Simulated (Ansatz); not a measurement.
Computed with DFT PBE, scalar-relativistic, plane waves, PAW in Ansatz 0.2.0. Settings: cutoff 420 eV, Γ-centred meshes spaced at most about 0.3 Å⁻¹, and about 0.25 Å⁻¹ or finer for metals (2π included), Gaussian smearing. Collinear spin in cells that started with moments and kept them past the coarse steps, no spin elsewhere.

All energies are static (0 K, no zero-point motion). All come from trial cells, and lower structures may exist.

Question: Which of these relaxed structures of MnSi₄ is the lowest in energy?
A.

```
Mn Si
1.0
     2.62645    0.00000    0.00000
    -1.31323    2.27458    0.00000
     0.00000    0.00000   12.41338
Mn Si
1 4
Direct
  0.00000 0.00000 0.00000
  0.00000 0.00000 0.40004
  0.00000 0.00000 0.59996
  0.00000 0.00000 0.80427
  0.00000 0.00000 0.19573
```

B.

```
Mn Si
1.0
    -2.64939    2.64939    2.64939
     2.64939   -2.64939    2.64939
     2.64939    2.64939   -2.64939
Mn Si
1 4
Direct
  0.00000 0.00000 0.00000
  0.50000 0.50000 0.50000
  0.00000 0.00000 0.50000
  0.00000 0.50000 0.00000
  0.50000 0.00000 0.00000
```

C.

```
Mn Si
1.0
     5.07947    0.00000    0.00000
    -2.53974    4.39895    0.00000
     0.00000    0.00000    4.63555
Mn Si
1 4
Cartesian
  0.0000 0.0000 2.3178
  2.5397 0.0000 0.0000
  -1.2699 2.1995 0.0000
  1.2699 2.1995 0.0000
  0.0000 0.0000 0.0000
```

Answer: B. It has space group Im-3m (No. 229); the next, A, with space group P6/mmm (No. 191), lies 0.35 eV/atom higher. Largest moments: B 1.1 μB, A 2.5 μB, C 3.5 μB. Counting Si atoms around Mn (those within 1.25 times the shortest such distance or 1.15 times the sum of covalent radii), the lowest has Mn 8 and the next has Mn 2. The next holds Si–Si nets (shortest 2.48 Å); in the lowest the shortest Si–Si distance is 2.65 Å, near bonding range too. Even the lowest lies +0.11 eV/atom against the elements.

Another magnetic order may lie lower. Cells relaxed within their symmetry can be saddle points. Some types were kept out of the candidates beforehand, so the set may lack a known form.
